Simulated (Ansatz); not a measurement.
## Computed γ-surface: LiF (rock salt)

LiF (rock salt) is sheared across one {110} plane: the third cell vector gains the shift, so faults repeat every 4.2 Å. The cut lies between planes 1.41 Å apart; the cell height is held.

```
CELL_PARAMETERS angstrom
      2.82150     0.00000     0.00000
      0.00000     3.99020     0.00000
      1.41075     1.99510     4.23224
ATOMIC_POSITIONS crystal
  F  0.00000 0.00000 0.83333
  F  0.33333 0.33333 0.16667
  F  0.66667 0.66667 0.50000
  Li 0.00000 0.50000 0.83333
  Li 0.33333 0.83333 0.16667
  Li 0.66667 0.16667 0.50000
```

In-plane vectors a = (2.821, 0.000) Å, b = (0.000, 3.990) Å, area 11.26 Å². The shift is x·a + y·b, and the map repeats with period 1 in x and y. The shift is rigid: no atom relaxes. γ = [E(shift) − E(0)] / area.

Level of theory: r2SCAN (plane waves to 500 eV, PAW, scalar-relativistic; Ansatz, an electronic-structure program). k mesh 10×10×10 (Γ-centred), Fermi-Dirac smearing 0.05 eV. Energies are extrapolated to zero smearing. Stress and pressure are positive under compression. Points where atoms come too close for the PAW data are left out (x in tables, blank in figures). Faults lie only 4.2 Å apart, and holding the cell height and the atoms raises γ above its relaxed value. LiF was relaxed with its symmetry unable to fall. The zero of γ is zero shift.

γ (meV/Å²), with x across and y down:

```csv
y \ x,0.000,0.167,0.333,0.500,0.667,0.833
0.000,0,26,118,188,118,26
0.167,78,105,181,231,181,105
0.333,290,x,x,x,x,x
0.500,438,x,x,x,x,x
0.667,290,x,x,x,x,x
0.833,78,105,181,231,181,105
```

σ normal to the fault (GPa), with x across and y down:

```tsv
y \ x	0.000	0.167	0.333	0.500	0.667	0.833
0.000	0.0	7.4	34.4	56.7	34.4	7.4
0.167	1.5	7.2	24.0	35.8	24.0	7.2
0.333	13.8	x	x	x	x	x
0.500	26.8	x	x	x	x	x
0.667	13.8	x	x	x	x	x
0.833	1.5	7.2	24.0	35.8	24.0	7.2
```

Key numbers:

The highest γ on the easiest grid path from zero shift to a (an upper estimate of the barrier on so coarse a grid) is 3.02 J/m². Local minima besides zero shift: no grid point is one. Lowest place on the grid: x = 0.000, y = 0.000 (0 mJ/m²).

(The slope of γ gives the shear force per area between the displaced halves; near zero shift its curvature is an elastic stiffness.)
